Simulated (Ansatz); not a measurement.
## W: symmetry broken, then relaxed

Method: Ansatz, DFT PBEsol, scalar-relativistic, plane waves, PAW. The runs took a 420 eV cutoff, a Γ-centred 10×10×10 mesh and Gaussian smearing (0.15 eV). Spin–orbit coupling is left out, which can shift energies with elements as heavy as these. No spin polarisation. Energies are free energies at this smearing, counted from the undisturbed cell; pressure is positive in compression.

The starting cell (relaxed at this level):

```xyz
2
Lattice="0.0000 -3.1544 0.0000 -3.1544 0.0000 0.0000 0.0000 0.0000 -3.1544" Properties=species:S:1:pos:R:3 pbc="T T T"
W    -1.5772   -1.5772   -1.5772
W     0.0000    0.0000    0.0000
```

The atoms are displaced (Å, in the unstrained cell):

```
atom ux uy uz
  W1   0.137  -0.083   0.139
  W2  -0.137   0.083  -0.139
```

Cell and atoms are then relaxed.

Problem. Does the relaxation return to the undisturbed structure?

Solution. Yes (up to a choice of domain or origin): same space group and volume, and an energy 0.0 meV/atom from it. The disturbance itself cost 527.3 meV/atom. The final space group reads Im-3m (tolerance 0.05 Å) and the volume changes by 0.02 %.

Final structure:

```yaml
crystal:
  lattice:
    - [0.00001, -3.15456, 0.00001]
    - [-3.15454, 0.00001, -0.00001]
    - [-0.00001, 0.00001, -3.15454]
  atoms:
    - { symbol: W, position: [0.50000, 0.50000, 0.50000] }
    - { symbol: W, position: [0.00000, 0.00000, 0.00000] }
```

The relaxation, step by step (energy from the first step; small jumps at an unchanged geometry come where the plane waves are selected anew for the new cell):

```
step  ΔE (meV/atom) largest force component (eV/Å) pressure (GPa)
   1            0.0                           3.646           20.21
   2         -500.1                           0.355           -1.60
   3         -527.1                           0.008           -0.61
   4         -527.3                           0.000           -0.12
   5         -527.3                           0.000            0.00
   6         -527.3                           0.000            0.00
```